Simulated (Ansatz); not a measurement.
## Sb (bcc): energy against volume

These are results of DFT, PBEsol, plane waves (420 eV) with PAW, scalar-relativistic (Ansatz 0.2.0), not measurements. (PAW data from PBE, frozen cores regenerated.)

The cell is scaled uniformly from the relaxed one, with fractional coordinates and shape fixed. Energies are extrapolated to zero smearing, pressures are those at the given smearing. Magnetic state: spin not included.

A Birch-Murnaghan fit gives V₀ = 25.84 Å³/atom, B₀ = 67 GPa, B₀′ = 4.6.

Q: What are the energy above the minimum and the pressure at 22.863 Å³/atom?

A: 90.3 meV/atom and 11.21 GPa as computed.

Q: What are the energy above the minimum and the pressure at 24.942 Å³/atom?

A: 7.1 meV/atom and 2.75 GPa as computed.

Q: What are the energy above the minimum and the pressure at 28.059 Å³/atom?

A: 34.0 meV/atom and -4.51 GPa as computed.
